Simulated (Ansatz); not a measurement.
Values for one crystal, relaxed and computed with plane-wave PAW PBE (Ansatz code); other levels are named.

```yaml
volume_per_atom: 13.55 Å³
electronic_character: metallic (no gap)
Bulk modulus (Birch–Murnaghan fit): 2030 kbar
Gap with spin–orbit coupling: none (metallic)
Density of states at the Fermi level: 0.83 states/eV per atom (mean over ±0.08 eV)
Formation energy from the elements (no fitted shifts): -61 kJ/mol of atoms
Pressure derivative B′: 4.4
```

Pick the material that matches.
A. FeCo, CsCl type
B. MoPt, CsCl type
C. AlRu, CsCl type
D. TaRu, rock salt

C, AlRu, CsCl type

Space group Pm-3m (CsCl type). Symmetry was held in the PBE relaxation. No spin polarisation was allowed. The references are the lowest solids computed at this level, not always the standard phases. Spin–orbit coupling is left out wherever it is not named.

Potentials: the earlier of the program's two PAW sets.
